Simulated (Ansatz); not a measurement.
# HfN (F-43m), clamped-ion strain scan

Level of theory: Ansatz 0.2.0, DFT r2SCAN, scalar-relativistic, plane waves, PAW. The runs took a 500 eV cutoff, a Γ-centred 16×16×16 mesh and Gaussian smearing (0.15 eV). Spin–orbit coupling is left out, which can shift energies with elements as heavy as these. No spin polarisation. Energies are free energies at this smearing, counted from the undisturbed cell; pressure is positive in compression.

The starting cell (as given, not relaxed at this level; it stands at -2.2 GPa; this zinc-blende form isn't the usual structure):

```xyz
2
Lattice="0.0000 2.4548 2.4548 2.4548 0.0000 2.4548 2.4548 2.4548 0.0000" Properties=species:S:1:pos:R:3 pbc="T T T"
Hf    0.0000    0.0000    0.0000
N     3.6822    3.6822    3.6822
```

The cell is strained by ε times the Voigt pattern (0, 0, 1, 0, 0, 0) (xx, yy, zz, yz, xz, xy; engineering shear) with fractional coordinates fixed. The cell is metallic on the mesh throughout.

```tsv
ε	ΔE (meV/atom)	stress summed along the pattern (GPa, tension positive)	pressure (GPa)
-0.1500	313.3	-48.84	38.3
-0.1125	167.2	-35.42	25.9
-0.0750	67.7	-22.20	15.0
-0.0375	12.7	-9.65	5.8
0.0000	0.0	2.17	-2.2
0.0375	26.7	13.11	-8.8
0.0750	89.6	23.05	-14.5
0.1125	185.0	31.81	-19.2
0.1312	243.2	35.55	-21.1
0.1500	307.9	38.86	-22.9
```